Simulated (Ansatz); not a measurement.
Ru:
```xyz
2
Lattice="2.6747 0.0000 0.0000 -1.3373 2.3163 0.0000 0.0000 0.0000 4.2256" Properties=species:S:1:pos:R:3 pbc="T T T"
Ru     0.0000     1.5442     3.1692
Ru     1.3373     0.7721     1.0564
```

Relaxed with LDA. Special points in fractions of this cell's reciprocal vectors: Γ (0.000, 0.000, 0.000); M (0.500, 0.000, 0.000); K (0.333, 0.333, 0.000); A (0.000, 0.000, 0.500); L (0.500, 0.000, 0.500); H (0.333, 0.333, 0.500).

List the band energies nearest the Fermi level at these points for LDA (plane waves, PAW; program Ansatz).

In eV from the Fermi level; about four levels below and three above (degenerate sets whole), none deeper than 8.9 eV; … stands for higher levels left out; points with the same levels are listed once.

| k | below | above |
|---|---|---|
| Γ | -2.06 -2.06 -1.51 -1.51 | 1.24 1.24 … |
| M | -3.23 -2.19 -1.89 -1.62 | 1.49 1.95 2.04 |
| K | -3.99 -3.01 -3.01 -1.16 | 1.06 1.06 1.54 |
| A | -2.97 -2.97 -2.97 -2.97 -2.86 -2.86 | … |
| L | -4.81 -4.81 -1.15 -1.15 | 0.45 0.45 1.77 1.77 |
| H | -2.87 -2.87 -1.29 -1.29 | 1.28 1.28 … |

Space group P6_3/mmc (hcp (Mg type)). Symmetry was held in the LDA relaxation. No spin polarisation was allowed. Spin–orbit coupling is left out wherever it is not named.

Potentials: the later of the program's two PAW sets.
